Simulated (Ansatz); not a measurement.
input.yaml

```yaml
crystal:
  lattice:
    - [4.0142569493, 0.0, 0.0]
    - [-2.0071284746, 3.4764484954, 0.0]
    - [0.0, 0.0, 4.9546222872]
  atoms:
    - { symbol: Al, position: [0.3333333333, 0.6666666667, 0.1925788626] }
    - { symbol: Al, position: [0.6666666667, 0.3333333333, 0.8074211374] }
    - { symbol: Ni, position: [0.3333333333, 0.6666666667, 0.6875372665] }
    - { symbol: Ni, position: [0.6666666667, 0.3333333333, 0.3124627335] }
    - { symbol: Ni, position: [0.0, 0.0, 0.5] }
    - { symbol: Ni, position: [0.0, 0.0, 0.0] }
basis:
  ecutwfc: 420
kpoints:
  mp_grid: { grid: [12, 12, 8] }
hamiltonian:
  xc: pbesol
scf:
  occupations: { method: gaussian, width: 0.1 }
output:
  forces: true
  stress: true
  eigenvalues: true
relax:
  adjacent_minimum: "off"
  f_tol: 0.01
  max_steps: 30
  cell: { stress_tol: 0.1, fix: [volume] }
```

Command:
```bash
ansatz run input.yaml --threads 1 --pin off --max-ram 2560MiB --backend cpu --events-out ev --progress --plain --runs-dir out
```

Method: DFT PBEsol, scalar-relativistic, plane waves, PAW in Ansatz 0.2.0.

Part of what the program printed, abridged:

```
Pseudopotentials: kind: paw
Pseudopotential: Al, paw, valence charge 3, recommended cutoff 420 eV (normal)
Pseudopotential: Ni, paw, valence charge 18, recommended cutoff 420 eV (normal)
Functional definition: PBEsol
Crystal: 6 atoms, lattice volume = 69.144 Å³
Basis set: ecut = 420 eV, 1385 PW (Γ), exchange–correlation on 54×54×72 points (8 copies of the dense FFT grid, shifted against one another)
Bands: 47, of which v1, the nominal top of the filled ones, is band 39 counted from 1 (38 counted from 0)
Symmetry: 12 space group operations
Space group: P-3m1 (ITA 164), of the structure as read, at distance tolerance 4.1e-5 Å
k-points: 131 of 1152
Initial density: superposition of atomic densities (neutral atoms: chi_scale 0, normalization atom), corrected by the library's trained network
Initial wavefunctions: pseudopotential atomic-orbital guess
Functional: x = pbesol(κ = 0.804, μ = 0.12345679), c = pbesol(β = 0.046)
SCF iter   1: F=—  HF=-24272.037252 eV  |F-HF|=—  |Δ(HF+E_count)|=         —  Δρ=2.40e-2  dr2=2.51e-1  ethr=1.77e-3  ⟨swp⟩=6.0  Hψ=23281  notcnv=0  defer=39
SCF iter   2: F=—  HF=-24272.006357 eV  |F-HF|=—  |Δ(HF+E_count)|=   3.09e-2  Δρ=6.25e-3  dr2=2.26e-2  ethr=3.22e-4  ⟨swp⟩=2.5  Hψ=10210  notcnv=0  defer=288
SCF iter   3: F=—  HF=-24272.003888 eV  |F-HF|=—  |Δ(HF+E_count)|=   2.47e-3  Δρ=1.82e-3  dr2=2.53e-3  ethr=2.90e-5  ⟨swp⟩=1.1  Hψ=5889  notcnv=0  defer=288
SCF iter   4: F=—  HF=-24272.003524 eV  |F-HF|=—  |Δ(HF+E_count)|=   3.64e-4  Δρ=3.65e-4  dr2=6.82e-5  ethr=3.24e-6  ⟨swp⟩=2.3  Hψ=9127  notcnv=0  defer=288
SCF iter   5: F=—  HF=-24272.003534 eV  |F-HF|=—  |Δ(HF+E_count)|=   9.71e-6  Δρ=1.28e-4  dr2=7.55e-6  ethr=8.74e-8  ⟨swp⟩=2.3  Hψ=9722  notcnv=0  defer=288
SCF iter   6: F=—  HF=-24272.003532 eV  |F-HF|=—  |Δ(HF+E_count)|=   1.68e-6  Δρ=6.25e-5  dr2=3.00e-6  ethr=9.68e-9  ⟨swp⟩=2.1  Hψ=9093  notcnv=0  defer=288
SCF iter   7: F=—  HF=-24272.003532 eV  |F-HF|=—  |Δ(HF+E_count)|=   2.10e-7  Δρ=1.82e-5  dr2=2.49e-7  ethr=3.84e-9  ⟨swp⟩=1.0  Hψ=5868  notcnv=0  defer=288
SCF iter   8: F=-24272.003532 eV  HF=-24272.003532 eV  |F-HF|=1.41e-8  |Δ(HF+E_count)|=   3.47e-8  Δρ=4.09e-6  dr2=1.33e-8  ethr=1.28e-10  ⟨swp⟩=8.5  Hψ=25474  notcnv=0
SCF 1 converged in 8 iterations: F = -24272.003532 eV  dr2 = 1.33e-8
relax step   1: F+E_penalty+E_count = -24272.00353175 eV  Δ(F+E_penalty+E_count) = +0.000e0 eV  max|allowed force component| = 2.433e-2 eV/Å  Δτ_max = 0.0000 Å  P = -5.272 GPa  Ω = 69.144 Å³  fix = [volume]  reactions: volume -5.272 GPa (8 SCF iters, dr2 threshold 1.00e-7 eV, accepted)
Initial density: handed on by an earlier stage of this run
Initial wavefunctions: those handed on with the density
SCF iter   1: F=—  HF=-24272.003593 eV  |F-HF|=—  |Δ(HF+E_count)|=         —  Δρ=1.38e-4  dr2=1.63e-5  ethr=2.00e-8  ⟨swp⟩=2.0  Hψ=25062  notcnv=0
SCF iter   2: F=—  HF=-24272.003591 eV  |F-HF|=—  |Δ(HF+E_count)|=   2.40e-6  Δρ=5.82e-5  dr2=4.73e-6  ethr=2.00e-8  ⟨swp⟩=1.0  Hψ=6157  notcnv=0
SCF iter   3: F=—  HF=-24272.003590 eV  |F-HF|=—  |Δ(HF+E_count)|=   6.06e-7  Δρ=2.42e-5  dr2=7.25e-7  ethr=6.07e-9  ⟨swp⟩=1.0  Hψ=6157  notcnv=0
SCF iter   4: F=—  HF=-24272.003590 eV  |F-HF|=—  |Δ(HF+E_count)|=   8.70e-8  Δρ=9.00e-6  dr2=4.50e-8  ethr=9.30e-10  ⟨swp⟩=1.1  Hψ=6171  notcnv=0
SCF iter   5: F=-24272.003590 eV  HF=-24272.003590 eV  |F-HF|=6.33e-9  |Δ(HF+E_count)|=   7.22e-9  Δρ=3.48e-6  dr2=5.44e-9  ethr=5.77e-11  ⟨swp⟩=2.0  Hψ=8968  notcnv=0
SCF iter   6: F=-24272.003590 eV  HF=-24272.003590 eV  |F-HF|=4.44e-10  |Δ(HF+E_count)|=   1.01e-9  Δρ=1.17e-6  dr2=6.22e-10  ethr=6.98e-12  ⟨swp⟩=2.0  Hψ=19011  notcnv=0
SCF 2 converged in 6 iterations: F = -24272.003590 eV  dr2 = 6.22e-10
relax step   2: F+E_penalty+E_count = -24272.00358994 eV  Δ(F+E_penalty+E_count) = -5.820e-5 eV  max|allowed force component| = 1.668e-2 eV/Å  Δτ_max = 0.0012 Å  P = -5.267 GPa  Ω = 69.144 Å³  fix = [volume]  reactions: volume -5.267 GPa (6 SCF iters, dr2 threshold 3.70e-8 eV, accepted)
SCF iter   1: F=—  HF=-24272.003676 eV  |F-HF|=—  |Δ(HF+E_count)|=         —  Δρ=4.47e-4  dr2=1.21e-4  ethr=1.51e-7  ⟨swp⟩=2.3  Hψ=24925  notcnv=0
SCF iter   2: F=—  HF=-24272.003671 eV  |F-HF|=—  |Δ(HF+E_count)|=   4.74e-6  Δρ=1.70e-4  dr2=2.43e-5  ethr=1.51e-7  ⟨swp⟩=1.0  Hψ=6157  notcnv=0
SCF iter   3: F=—  HF=-24272.003667 eV  |F-HF|=—  |Δ(HF+E_count)|=   3.87e-6  Δρ=5.46e-5  dr2=3.24e-6  ethr=3.11e-8  ⟨swp⟩=1.0  Hψ=6170  notcnv=0
SCF iter   4: F=—  HF=-24272.003664 eV  |F-HF|=—  |Δ(HF+E_count)|=   2.97e-6  Δρ=1.91e-5  dr2=1.72e-7  ethr=4.16e-9  ⟨swp⟩=1.2  Hψ=6187  notcnv=0
SCF iter   5: F=-24272.003664 eV  HF=-24272.003664 eV  |F-HF|=1.16e-8  |Δ(HF+E_count)|=   2.86e-8  Δρ=4.43e-6  dr2=1.42e-8  ethr=2.21e-10  ⟨swp⟩=2.4  Hψ=9837  notcnv=0
SCF iter   6: F=-24272.003664 eV  HF=-24272.003664 eV  |F-HF|=6.40e-10  |Δ(HF+E_count)|=   1.24e-9  Δρ=8.97e-7  dr2=9.39e-10  ethr=1.82e-11  ⟨swp⟩=2.8  Hψ=22638  notcnv=0
SCF 3 converged in 6 iterations: F = -24272.003664 eV  dr2 = 9.39e-10
relax step   3: F+E_penalty+E_count = -24272.00366433 eV  Δ(F+E_penalty+E_count) = -7.439e-5 eV  max|allowed force component| = 5.156e-3 eV/Å  Δτ_max = 0.0034 Å  P = -5.252 GPa  Ω = 69.144 Å³  energy of the carried Pulay correction = +1.088e-16 eV  fix = [volume]  reactions: volume -5.252 GPa (6 SCF iters, dr2 threshold 1.74e-8 eV, accepted)
Initial wavefunctions: pseudopotential atomic-orbital guess (no wavefunctions were taken with the density)
SCF iter   1: F=—  HF=-24272.003670 eV  |F-HF|=—  |Δ(HF+E_count)|=         —  Δρ=2.34e-4  dr2=7.82e-7  ethr=1.30e-7  ⟨swp⟩=3.0  Hψ=38666  notcnv=0
SCF iter   2: F=—  HF=-24272.003665 eV  |F-HF|=—  |Δ(HF+E_count)|=   4.93e-6  Δρ=1.19e-4  dr2=2.02e-7  ethr=1.00e-9  ⟨swp⟩=2.0  Hψ=8480  notcnv=0
SCF iter   3: F=—  HF=-24272.003663 eV  |F-HF|=—  |Δ(HF+E_count)|=   2.48e-6  Δρ=1.65e-6  dr2=1.11e-9  ethr=2.59e-10  ⟨swp⟩=1.0  Hψ=6158  notcnv=0
SCF iter   4: F=-24272.003663 eV  HF=-24272.003663 eV  |F-HF|=5.82e-11  |Δ(HF+E_count)|=  2.11e-10  Δρ=3.55e-7  dr2=1.01e-10  ethr=1.42e-12  ⟨swp⟩=2.0  Hψ=10900  notcnv=0
SCF iter   5: F=-24272.003663 eV  HF=-24272.003663 eV  |F-HF|=2.18e-11  |Δ(HF+E_count)|=  3.64e-12  Δρ=2.04e-7  dr2=3.84e-11  ethr=1.00e-12  ⟨swp⟩=1.0  Hψ=6157  notcnv=0
SCF iter   6: F=-24272.003663 eV  HF=-24272.003663 eV  |F-HF|=7.28e-12  |Δ(HF+E_count)|=  3.64e-12  Δρ=3.50e-8  dr2=1.02e-12  ethr=1.00e-12  ⟨swp⟩=1.0  Hψ=6157  notcnv=0
SCF iter   7: F=-24272.003663 eV  HF=-24272.003663 eV  |F-HF|=7.28e-12  |Δ(HF+E_count)|=    0.00e0  Δρ=1.29e-8  dr2=1.35e-13  ethr=1.00e-12  ⟨swp⟩=1.0  Hψ=6157  notcnv=0
SCF iter   8: F=-24272.003663 eV  HF=-24272.003663 eV  |F-HF|=0.00e0  |Δ(HF+E_count)|=  7.28e-12  Δρ=3.93e-9  dr2=6.33e-15  ethr=1.00e-12  ⟨swp⟩=1.9  Hψ=13261  notcnv=0
SCF 4 converged in 8 iterations: F = -24272.003663 eV  dr2 = 6.33e-15
SCF converged after 8 iterations
Free energy (F): -24272.003663 eV
Harris-Foulkes:  -24272.003663 eV  (|F-HF|=0.00e0)
Internal energy: -24271.989447 eV  (E = F + TS)
E sigma→0 (E₀):  -24271.996555 eV
Entropy (-TS):   -0.014216 eV (-2.369 meV/atom)
Fermi energy:    15.036463 eV
--- Per-component energies (eV) ---
  E_band       = -1286.030380
  E_kinetic    = 1190.241592
  E_local      = -16737.443752  (includes V_loc(G=0)·N_el)
  E_nonlocal   = 2574.506673
  E_hartree    = 7153.173632
  E_xc         = -419.999312
  E_vxc        = -499.896964  (∫ρ·V_xc dr)
  E_paw        = -7299.230597  (= ΣΔE_a)
  E_vpaw       = -2119.786989  (= ΣTr[D̂ρ^β])
  E_aug_tail   = 0.001794  (compensation charges beyond the density's cutoff)
  E_ewald      = -10734.066911
  E_core_change = 0.827433  (= ΣΔE_core)
  E_smearing   = -0.014216  (= −TS)
--- Forces (eV/Å), atoms counted from 1 ---
  atom   1  Al     0.00000000     0.00000000    -0.00098009
  atom   2  Al     0.00000000     0.00000000     0.00098009
  atom   3  Ni     0.00000000     0.00000000     0.00517315
  atom   4  Ni     0.00000000     0.00000000    -0.00517315
  atom   5  Ni     0.00000000     0.00000000     0.00000000
  atom   6  Ni     0.00000000     0.00000000     0.00000000
--- Stress (GPa, compression-positive) ---
       -5.245083       0.000000       0.000000
        0.000000      -5.245083       0.000000
        0.000000       0.000000      -5.265188
  P = ⅓ Tr σ = -5.2518 GPa (-52.518 kbar)
--- Band table (eV; the first three rows and the last of 131) ---
  k-point 0: bands = ["-87.7753", "-87.7058", "-87.7040", "-87.4632", "-48.3417", "-48.3417", "-48.3185", "-48.2964", "-48.2866", "-48.2535", "-48.2535", "-48.2526", "-48.2526", "-48.0163", "-47.9965", "-47.9965", "4.6057", "9.8218", "10.0315", "11.3398", "11.3398", "11.8334", "11.8334", "11.9861", "12.2341", "12.2341", "12.4195", "12.4195", "13.4907", "13.4907", "13.6693", "13.7645", "13.7645", "13.7903", "14.4126", "14.4126", "14.5391", "14.5391", "15.7136", "18.1408", "18.1408", "18.8069", "18.8069", "19.7072", "21.5418", "21.6489", "21.6489"]
  k-point 1: bands = ["-87.7752", "-87.7058", "-87.7040", "-87.4632", "-48.3416", "-48.3416", "-48.3170", "-48.2960", "-48.2867", "-48.2539", "-48.2539", "-48.2523", "-48.2523", "-48.0182", "-47.9965", "-47.9965", "4.7022", "8.9622", "10.6890", "11.3479", "11.3479", "11.7761", "11.7761", "12.0632", "12.2805", "12.2805", "12.4238", "12.4238", "13.4846", "13.4846", "13.6103", "13.7997", "13.7997", "13.8972", "14.4067", "14.4067", "14.5181", "14.5181", "15.9423", "18.2270", "18.2270", "18.8452", "18.8452", "19.7059", "21.2517", "21.3766", "21.3766"]
  k-point 2: bands = ["-87.7752", "-87.7058", "-87.7040", "-87.4633", "-48.3415", "-48.3415", "-48.3136", "-48.2945", "-48.2871", "-48.2545", "-48.2545", "-48.2518", "-48.2518", "-48.0228", "-47.9965", "-47.9965", "4.9875", "7.9662", "11.1511", "11.3658", "11.3658", "11.6806", "11.6806", "12.2765", "12.3155", "12.3155", "12.4635", "12.4635", "13.4944", "13.4944", "13.5570", "13.8726", "13.8726", "13.9130", "14.3923", "14.3923", "14.4615", "14.4615", "16.7416", "18.4697", "18.4697", "18.9572", "18.9572", "19.7080", "20.8231", "20.8231", "20.9044"]
  k-point 130: bands = ["-87.7750", "-87.7047", "-87.7047", "-87.4639", "-48.3434", "-48.3434", "-48.3067", "-48.2932", "-48.2932", "-48.2541", "-48.2541", "-48.2509", "-48.2506", "-48.0251", "-47.9969", "-47.9969", "9.0335", "9.0335", "9.8345", "9.8345", "9.9876", "10.6528", "12.3157", "12.3157", "12.4017", "12.6255", "12.6255", "12.7418", "12.9146", "12.9146", "13.3382", "13.5174", "13.5764", "13.5764", "14.2333", "14.2333", "14.3445", "14.5411", "14.5411", "14.7452", "15.1152", "15.1152", "23.0459", "23.0601", "23.0601", "23.2619", "23.2619"]
--- Relaxed structure (3 steps of the walk, 3 accepted, 1 SCFs on fresh bases) ---
  F+E_penalty+E_count = -24272.00366292 eV   max|allowed force component| = 5.173e-3 eV/Å   (the final SCF, on the basis selected at the relaxed cell)
  cell:  # Å, volume = 69.1435 Å³
    - [4.01333911, 0.0, 0.0]
    - [-2.00666955, 3.47565362, 0.0]
    - [0.0, 0.0, 4.95688875]
  atoms:
    - { symbol: Al, position: [0.33333333, 0.66666666, 0.19349658] }
    - { symbol: Al, position: [0.66666666, 0.33333333, 0.80650341] }
    - { symbol: Ni, position: [0.33333333, 0.66666666, 0.68804123] }
    - { symbol: Ni, position: [0.66666666, 0.33333333, 0.31195876] }
    - { symbol: Ni, position: [0.0, 0.0, 0.5] }
    - { symbol: Ni, position: [0.0, 0.0, 0.0] }
```

The relaxation met its thresholds.

It took 69 s on 1 thread of Oxide Virtual Turin-like Processor (Zen 5), on a shared host, peak memory 0.61 GiB.